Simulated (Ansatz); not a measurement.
ZnS (wurtzite)

```
CELL_PARAMETERS angstrom
      3.84514     0.00000     0.00000
     -1.92257     3.32999     0.00000
      0.00000     0.00000     6.30573
ATOMIC_POSITIONS crystal
  Zn 0.66667 0.33333 0.99985
  Zn 0.33333 0.66667 0.49985
  S  0.66667 0.33333 0.62535
  S  0.33333 0.66667 0.12535
```

The slice is a (-1 1 0 2) plane (indices of the conventional cell) through the point (0.333, 0.667, 0.125) (fractional), spanned by u = [110] and v = [1 -1 1] in vectors of this cell: u (3.85 Å) and v (9.17 Å, at 90° to u). It covers one period; positions are fractions (u, v).

Calculation: PBE (plane waves to 420 eV, PAW, scalar-relativistic; Ansatz, a quantum-chemistry and plane-wave program). k mesh 10×10×5. Inside the PAW spheres the values are not all-electron values, and peaks at nuclei hang on which shells count as valence. The PAW data are Ansatz's earlier set. ZnS was relaxed with its symmetry unable to fall.

Sketch the electron localisation function (ELF) on this plane as a map.


```
v \ u  0.00  0.15  0.31  0.46  0.62  0.77  0.92
-----  ----  ----  ----  ----  ----  ----  ----
0.94   0.68  0.90  0.31  0.14  0.16  0.79  0.81
0.84   0.47  0.28  0.13     x     x  0.16  0.41
0.75   0.02  0.07  0.16  0.16  0.16  0.13  0.03
0.66   0.01  0.02  0.14  0.28  0.22  0.06  0.01
0.56   0.23  0.13  0.11  0.15  0.14  0.10  0.20
0.47   0.82  0.78  0.18  0.08  0.13  0.45  0.83
0.38   0.81  0.82  0.23  0.16  0.16  0.63  0.83
0.28   0.39  0.28  0.09  0.08  0.07  0.17  0.36
0.19   0.12  0.08  0.02  0.01  0.01  0.05  0.11
0.09   0.85  0.77  0.39  0.02  0.12  0.63  0.83
0.00      x  0.73  0.71  0.15  0.34  0.85     x
```

Values: electron localisation function (ELF). Points within 0.5 Å of a nucleus are blanked (x), as the pseudised field means little there.
